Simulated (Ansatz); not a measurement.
## SnPt$_{3}$: strain and displacement

```yaml
crystal:
  lattice:
    - [4.00000, 0.00000, 0.00000]
    - [0.00000, 4.00000, 0.00000]
    - [0.00000, 0.00000, 4.00000]
  atoms:
    - { symbol: Sn, position: [0.00000, 0.00000, 0.00000] }
    - { symbol: Pt, position: [0.00000, 0.50000, 0.50000] }
    - { symbol: Pt, position: [0.50000, 0.00000, 0.50000] }
    - { symbol: Pt, position: [0.50000, 0.50000, 0.00000] }
```

Atom numbers follow the list: Sn1, Pt2, Pt3, Pt4.

The geometry is COD entry 1523555, unchecked; take it as a test cell.

Spin–orbit coupling is left out, though it moves levels of the heavy atoms by tenths of an eV or more.

These are results of DFT, LDA, all-electron PAW with datasets made for the crystal, scalar-relativistic in Ansatz 0.2.0, not measurements.

Numerical set-up: a Γ-centred 8×8×8 k mesh, Fermi–Dirac smearing of 0.05 eV, cutoff 260 eV (chosen by the program for this cell), no spin polarisation.

The unchanged cell is at -3.59 GPa.

In a metal, stresses and small energies carry noise from the k mesh.

x, y and z are the Cartesian axes of the cell as listed; fractional coordinates follow a strain, and an engineering shear is twice the off-diagonal strain component.

Q: One change gave: energy change +4 meV/atom; stress change (xx, yy, zz, yz, xz, xy) 0.29, 0.29, 0.29, 1.44, 1.44, 1.44 GPa, compression positive. Which change was it?
A. equal xy, yz and zx engineering shear strains of +1 %
B. equal xy, yz and zx engineering shear strains of -2 %
C. equal xy, yz and zx engineering shear strains of +2 %
D. equal xy, yz and zx engineering shear strains of -1 %

A: B. For equal xy, yz and zx engineering shear strains of -1 %: energy change +1 meV/atom; stress change (xx, yy, zz, yz, xz, xy) 0.07, 0.07, 0.07, 0.71, 0.71, 0.71 GPa, compression positive. For equal xy, yz and zx engineering shear strains of +1 %: energy change +1 meV/atom; stress change (xx, yy, zz, yz, xz, xy) 0.07, 0.07, 0.07, -0.73, -0.73, -0.73 GPa, compression positive. For equal xy, yz and zx engineering shear strains of +2 %: energy change +4 meV/atom; stress change (xx, yy, zz, yz, xz, xy) 0.29, 0.29, 0.29, -1.48, -1.48, -1.48 GPa, compression positive.
